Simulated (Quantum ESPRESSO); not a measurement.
## Al2InGaAs4 (one run as intended and one with a planted mistake)

Simulated, not a measurement. The program is pw.x of Quantum ESPRESSO 7.5 (plane-wave density functional theory). The cell is made up: 8 atoms on a zincblende/diamond lattice, with randomly drawn elements, strain and displacements, not relaxed. PseudoDojo standard norm-conserving files (v0.5 for PBE, v0.4.1 for LDA and PBEsol) set the functional; there is no spin polarisation, spin-orbit coupling or dispersion term, and the masses in the input are unused placeholders.

Intended input:

```
&control calculation='scf', pseudo_dir='./dojo.nc.sr.pbe.v0_5.standard.upf', outdir='./o', disk_io='low', tprnfor=.true., tstress=.true. /
&system ibrav=0, nat=8, ntyp=4, nbnd=52, ecutwfc=84.00895049, nosym=.true., tot_charge=0,
 occupations='smearing', smearing='fd', degauss=0.0018374661
/
&electrons conv_thr=7.350e-09, electron_maxstep=60, /
ATOMIC_SPECIES
Al 1.0 Al.upf
As 1.0 As.upf
Ga 1.0 Ga.upf
In 1.0 In.upf
CELL_PARAMETERS angstrom
5.8056 0.0 0.0
0.0 5.8056 0.0
0.0 0.0 5.8056
ATOMIC_POSITIONS angstrom
Al 0.0695 -0.0552 -0.0347
In -0.0005 2.902 2.8679
Ga 2.917 -0.0496 2.865
Al 2.8439 2.9241 -0.0236
As 1.4418 1.5406 1.4607
As 1.4559 4.3514 4.3936
As 4.2941 1.4655 4.3681
As 4.4393 4.3734 1.4466
K_POINTS automatic
4 4 4 1 1 1
```

The log is shortened where brackets say so; the opening notice, blank lines, dates and the lines on written files are dropped, and the path of the files is cut. It prints rydbergs, bohrs and kilobars, and counts compression as positive stress.

Log of the intended run:

```
     Program PWSCF v.7.5
     Parallel version (MPI & OpenMP), running on       4 processor cores
     Number of MPI processes:                 4
     Threads/MPI process:                     1
     [start-up lines left out]
     bravais-lattice index     =            0
     lattice parameter (alat)  =      10.9710  a.u.
     unit-cell volume          =    1320.4986 (a.u.)^3
     number of atoms/cell      =            8
     number of atomic types    =            4
     number of electrons       =        92.00
     number of Kohn-Sham states=           52
     kinetic-energy cutoff     =      84.0090  Ry
     charge density cutoff     =     336.0358  Ry
     scf convergence threshold =      7.3E-09
     mixing beta               =       0.7000
     number of iterations used =            8  plain     mixing
     Exchange-correlation= PBE
                           (   1   4   3   4   0   0   0)
     [axes and pseudopotential details left out]
   Cartesian axes
     site n.     atom                  positions (alat units)
         1        Al     tau(   1) = (   0.0119712  -0.0095081  -0.0059770  )
         2        In     tau(   2) = (  -0.0000861   0.4998622   0.4939886  )
         3        Ga     tau(   3) = (   0.5024459  -0.0085435   0.4934890  )
         4        Al     tau(   4) = (   0.4898546   0.5036689  -0.0040650  )
         5        As     tau(   5) = (   0.2483464   0.2653645   0.2516019  )
         6        As     tau(   6) = (   0.2507751   0.7495177   0.7567866  )
         7        As     tau(   7) = (   0.7396479   0.2524287   0.7523942  )
         8        As     tau(   8) = (   0.7646583   0.7533072   0.2491732  )
     number of k points=    32  Fermi-Dirac smearing, width (Ry)=  0.0018
                       cart. coord. in units 2pi/alat
        k(    1) = (   0.1250000   0.1250000   0.1250000), wk =   0.0625000
        k(    2) = (   0.1250000   0.1250000   0.3750000), wk =   0.0625000
     [further k points left out]
     Dense  grid:   137065 G-vectors     FFT dimensions: (  72,  72,  72)
     Estimated max dynamical RAM per process >     316.50 MB
     Estimated total dynamical RAM >       1.14 GB
     Initial potential from superposition of free atoms
     starting charge      91.9876, renormalised to      92.0000
     Starting wfcs are   62 randomized atomic wfcs
     total cpu time spent up to now is        4.9 secs
     per-process dynamical memory:   223.4 Mb
     Self-consistent Calculation
     iteration #  1     ecut=    84.01 Ry     beta= 0.70
     Davidson diagonalization with overlap
     ethr =  1.00E-02,  avg # of iterations =  4.2
     Threshold (ethr) on eigenvalues was too large:
     Diagonalizing with lowered threshold
     Davidson diagonalization with overlap
     ethr =  2.59E-04,  avg # of iterations =  3.6
     total cpu time spent up to now is       23.6 secs
     total energy              =   -1143.77596079 Ry
     estimated scf accuracy    <       0.24946947 Ry
     iteration #  2     ecut=    84.01 Ry     beta= 0.70
     Davidson diagonalization with overlap
     ethr =  2.71E-04,  avg # of iterations =  3.2
     total cpu time spent up to now is       32.8 secs
     total energy              =   -1143.82112974 Ry
     estimated scf accuracy    <       0.04726059 Ry
     [iterations 3 to 9 left out]
     iteration # 10     ecut=    84.01 Ry     beta= 0.70
     Davidson diagonalization with overlap
     ethr =  4.65E-11,  avg # of iterations =  2.0
     total cpu time spent up to now is      109.7 secs
     total energy              =   -1143.83305441 Ry
     estimated scf accuracy    <          9.0E-09 Ry
     iteration # 11     ecut=    84.01 Ry     beta= 0.70
     Davidson diagonalization with overlap
     ethr =  9.74E-12,  avg # of iterations =  3.0
     total cpu time spent up to now is      118.3 secs
     End of self-consistent calculation
     [lines on levels left out]
!    total energy              =   -1143.83305442 Ry
     estimated scf accuracy    <          2.0E-10 Ry
     smearing contrib. (-TS)   =      -0.00000000 Ry
     internal energy E=F+TS    =   -1143.83305442 Ry
     The total energy is F=E-TS. E is the sum of the following terms:
     one-electron contribution =    -682.52737031 Ry
     hartree contribution      =     389.71270803 Ry
     xc contribution           =    -276.42081511 Ry
     ewald contribution        =    -574.59757703 Ry
     convergence has been achieved in  11 iterations
     Forces acting on atoms (cartesian axes, Ry/au):
     atom    1 type  1   force =    -0.02143839    0.04373353    0.01312736
     atom    2 type  4   force =    -0.01676094   -0.00236252    0.04910168
     atom    3 type  3   force =    -0.00044967    0.02021953    0.00486285
     atom    4 type  1   force =     0.02948619   -0.00131781    0.01658769
     atom    5 type  2   force =     0.04717713   -0.07571235   -0.05104617
     atom    6 type  2   force =     0.02806960    0.02126658   -0.00468479
     atom    7 type  2   force =    -0.00707399   -0.03549979    0.02399282
     atom    8 type  2   force =    -0.05900994    0.02967283   -0.05194144
     Total force =     0.166113     Total SCF correction =     0.000070
     Computing stress (Cartesian axis) and pressure
          total   stress  (Ry/bohr**3)                   (kbar)     P=       23.91
   0.00015933  -0.00011435  -0.00007069           23.44      -16.82      -10.40
  -0.00011435   0.00015601   0.00000214          -16.82       22.95        0.32
  -0.00007069   0.00000214   0.00017223          -10.40        0.32       25.34
     init_run     :      4.61s CPU      4.78s WALL (       1 calls)
     electrons    :    112.94s CPU    113.44s WALL (       1 calls)
     forces       :      1.32s CPU      1.35s WALL (       1 calls)
     stress       :      4.47s CPU      4.47s WALL (       1 calls)
     [timing details left out]
     PWSCF        :   2m 3.53s CPU   2m 4.28s WALL
     JOB DONE.
```

A second run has one planted mistake: the files are those of another functional. The input lines that differ, file-writing options aside:

```
- &control calculation='scf', pseudo_dir='./dojo.nc.sr.pbe.v0_5.standard.upf', outdir='./o', disk_io='low', tprnfor=.true., tstress=.true. /
+ &control calculation='scf', pseudo_dir='./dojo.nc.sr.pbesol.v0_4_1.standard.upf', outdir='./o', disk_io='low', tprnfor=.true., tstress=.true. /
```

Its log:

```
     Program PWSCF v.7.5
     Parallel version (MPI & OpenMP), running on       4 processor cores
     Number of MPI processes:                 4
     Threads/MPI process:                     1
     [start-up lines left out]
     bravais-lattice index     =            0
     lattice parameter (alat)  =      10.9710  a.u.
     unit-cell volume          =    1320.4986 (a.u.)^3
     number of atoms/cell      =            8
     number of atomic types    =            4
     number of electrons       =        92.00
     number of Kohn-Sham states=           52
     kinetic-energy cutoff     =      84.0090  Ry
     charge density cutoff     =     336.0358  Ry
     scf convergence threshold =      7.3E-09
     mixing beta               =       0.7000
     number of iterations used =            8  plain     mixing
     Exchange-correlation= PBESOL
                           (   1   4  10   8   0   0   0)
     [axes and pseudopotential details left out]
   Cartesian axes
     site n.     atom                  positions (alat units)
         1        Al     tau(   1) = (   0.0119712  -0.0095081  -0.0059770  )
         2        In     tau(   2) = (  -0.0000861   0.4998622   0.4939886  )
         3        Ga     tau(   3) = (   0.5024459  -0.0085435   0.4934890  )
         4        Al     tau(   4) = (   0.4898546   0.5036689  -0.0040650  )
         5        As     tau(   5) = (   0.2483464   0.2653645   0.2516019  )
         6        As     tau(   6) = (   0.2507751   0.7495177   0.7567866  )
         7        As     tau(   7) = (   0.7396479   0.2524287   0.7523942  )
         8        As     tau(   8) = (   0.7646583   0.7533072   0.2491732  )
     number of k points=    32  Fermi-Dirac smearing, width (Ry)=  0.0018
                       cart. coord. in units 2pi/alat
        k(    1) = (   0.1250000   0.1250000   0.1250000), wk =   0.0625000
        k(    2) = (   0.1250000   0.1250000   0.3750000), wk =   0.0625000
     [further k points left out]
     Dense  grid:   137065 G-vectors     FFT dimensions: (  72,  72,  72)
     Estimated max dynamical RAM per process >     316.50 MB
     Estimated total dynamical RAM >       1.14 GB
     Initial potential from superposition of free atoms
     starting charge      91.9885, renormalised to      92.0000
     Starting wfcs are   62 randomized atomic wfcs
     total cpu time spent up to now is        4.8 secs
     per-process dynamical memory:   223.4 Mb
     Self-consistent Calculation
     iteration #  1     ecut=    84.01 Ry     beta= 0.70
     Davidson diagonalization with overlap
     ethr =  1.00E-02,  avg # of iterations =  4.3
     Threshold (ethr) on eigenvalues was too large:
     Diagonalizing with lowered threshold
     Davidson diagonalization with overlap
     ethr =  2.44E-04,  avg # of iterations =  3.8
     total cpu time spent up to now is       22.9 secs
     total energy              =   -1142.14286769 Ry
     estimated scf accuracy    <       0.23621035 Ry
     iteration #  2     ecut=    84.01 Ry     beta= 0.70
     Davidson diagonalization with overlap
     ethr =  2.57E-04,  avg # of iterations =  3.5
     total cpu time spent up to now is       32.1 secs
     total energy              =   -1142.18507783 Ry
     estimated scf accuracy    <       0.04494392 Ry
     [iterations 3 to 8 left out]
     iteration #  9     ecut=    84.01 Ry     beta= 0.70
     Davidson diagonalization with overlap
     ethr =  1.94E-10,  avg # of iterations =  4.4
     total cpu time spent up to now is       98.0 secs
     total energy              =   -1142.19643018 Ry
     estimated scf accuracy    <       0.00000002 Ry
     iteration # 10     ecut=    84.01 Ry     beta= 0.70
     Davidson diagonalization with overlap
     ethr =  2.45E-11,  avg # of iterations =  2.2
     total cpu time spent up to now is      105.9 secs
     End of self-consistent calculation
     [lines on levels left out]
!    total energy              =   -1142.19643017 Ry
     estimated scf accuracy    <          6.1E-09 Ry
     smearing contrib. (-TS)   =      -0.00000000 Ry
     internal energy E=F+TS    =   -1142.19643017 Ry
     The total energy is F=E-TS. E is the sum of the following terms:
     one-electron contribution =    -683.44151499 Ry
     hartree contribution      =     389.31535667 Ry
     xc contribution           =    -273.47269483 Ry
     ewald contribution        =    -574.59757703 Ry
     convergence has been achieved in  10 iterations
     Forces acting on atoms (cartesian axes, Ry/au):
     atom    1 type  1   force =    -0.02103661    0.04279674    0.01286996
     atom    2 type  4   force =    -0.01619154   -0.00214794    0.04726276
     atom    3 type  3   force =    -0.00003123    0.01992567    0.00513695
     atom    4 type  1   force =     0.02882470   -0.00131004    0.01619956
     atom    5 type  2   force =     0.04488586   -0.07298842   -0.04626236
     atom    6 type  2   force =     0.02694692    0.02013205   -0.00817517
     atom    7 type  2   force =    -0.00636183   -0.03442364    0.01978905
     atom    8 type  2   force =    -0.05703628    0.02801558   -0.04682075
     Total force =     0.158071     Total SCF correction =     0.000484
     Computing stress (Cartesian axis) and pressure
          total   stress  (Ry/bohr**3)                   (kbar)     P=       -0.31
  -0.00000496  -0.00010901  -0.00006639           -0.73      -16.04       -9.77
  -0.00010901  -0.00000797   0.00000166          -16.04       -1.17        0.24
  -0.00006639   0.00000166   0.00000664           -9.77        0.24        0.98
     init_run     :      4.44s CPU      4.62s WALL (       1 calls)
     electrons    :    100.58s CPU    101.16s WALL (       1 calls)
     forces       :      1.42s CPU      1.46s WALL (       1 calls)
     stress       :      5.43s CPU      5.44s WALL (       1 calls)
     [timing details left out]
     PWSCF        :   1m52.10s CPU   1m52.95s WALL
     JOB DONE.
```

```
                                            intended run  run with the mistake
                          free energy (eV)    -15562.642            -15540.374
                    smearing term -TS (eV)        0.0000                0.0000
                            pressure (GPa)          2.39                 -0.03
            largest force component (eV/Å)         1.947                 1.877
largest change of a force component (eV/Å)                               0.132
                                iterations            11                    10
```

For scale, a rerun of the intended cell at 1437 eV and a 6 x 6 x 6 mesh moved values by no more than 0.011 eV in energy, 0.02 GPa in stress and 0.003 eV/Å in force. Files of another functional have another zero of energy, so the energy change says nothing on stability.